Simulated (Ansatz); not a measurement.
SnAs (rock salt, space group No. 225) under volume change, r²SCAN (plane waves, PAW; program Ansatz), scaled uniformly.

```tsv
V (Å³/atom)	E − E(relaxed) (meV/atom)	P (GPa)
21.605	51.9	8.50
22.317	21.8	5.18
23.030	5.1	2.38
23.742	0.0	0.00
24.454	4.6	-2.00
25.166	17.3	-3.65
25.879	36.6	-5.03
```

Question: What does a third-order Birch–Murnaghan fit give for V₀, B₀ and B′?

Answer: V₀ = 23.74 Å³/atom, B₀ = 71.9 GPa, B′ = 4.8.

Space group Fm-3m (rock salt). The workflow started from an entry of the Crystallography Open Database (COD). Its standing as an ambient phase is unchecked. The cell was relaxed with r²SCAN under the symmetry of its start; whether a distortion lowers the energy is not shown. Spin–orbit coupling is left out wherever it is not named.

Potentials: the later of the program's two PAW sets.
